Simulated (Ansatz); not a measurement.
A geometry of Ga2O3 away from equilibrium: the start of the relaxation of a relaxed Ga2O3 cell displaced along its unstable phonon at q = (½, ½, 0) of its primitive reciprocal cell (167i cm⁻¹), largest move 0.15 Å. Calculation: PBEsol (plane waves to 420 eV, PAW, scalar-relativistic; Ansatz, a quantum-chemistry and plane-wave program). Γ-centred k-mesh 6×6×6 on the run's cell (coarser than for final values), Fermi–Dirac smearing 0.05 eV.

```xyz
10
Lattice="4.8731 2.8135 4.9001 0.0000 2.8135 4.9001 0.0000 -2.8135 2.4500" Properties=species:S:1:pos:R:3 pbc="T T T"
O      3.4136     2.8291     8.4260
O      0.9770     1.3911     6.2743
O      0.7254    -1.2567     3.8148
O      3.1707     0.1355     5.9854
O      0.7341     1.2713     3.8148
O      3.1620     2.6635     5.9854
Ga    -0.0330    -0.0012     2.1849
Ga     2.4696     1.4080     4.6075
Ga     0.0330    -0.0012     5.1926
Ga     2.4036     1.4080     7.6152
```

**Question.** Give the Cartesian forces on all atoms (eV/Å).

**Answer.** 
```json
[
 {"atom": "O1", "Fx": "-0.23", "Fy": "0.03", "Fz": "-0.10"},
 {"atom": "O2", "Fx": "-0.23", "Fy": "-0.03", "Fz": "0.10"},
 {"atom": "O3", "Fx": "0.05", "Fy": "-0.11", "Fz": "0.15"},
 {"atom": "O4", "Fx": "0.04", "Fy": "-0.13", "Fz": "-0.11"},
 {"atom": "O5", "Fx": "0.04", "Fy": "0.13", "Fz": "0.11"},
 {"atom": "O6", "Fx": "0.05", "Fy": "0.11", "Fz": "-0.15"},
 {"atom": "Ga7", "Fx": "-0.09", "Fy": "-0.01", "Fz": "-0.16"},
 {"atom": "Ga8", "Fx": "0.23", "Fy": "0.00", "Fz": "-0.34"},
 {"atom": "Ga9", "Fx": "0.23", "Fy": "0.00", "Fz": "0.34"},
 {"atom": "Ga10", "Fx": "-0.09", "Fy": "0.01", "Fz": "0.16"}
]
```

**Question.** What is the pressure?

**Answer.** +1.4 GPa, compression positive.

**Question.** How far above the relaxed end point is this geometry?

**Answer.** 0.19 eV/atom; the path ends in C2 (No. 5).

No spin polarisation in the result.

The run could not lose the symmetry of its start, so the end can be a saddle point.

The end of the path is a generated cell of Ga2O3: the first start was made by placing the elements on the sites of a structure type, and the end was not matched to a known phase here, so it may be hypothetical. Known forms of Ga2O3 include space group No. 12, 167.
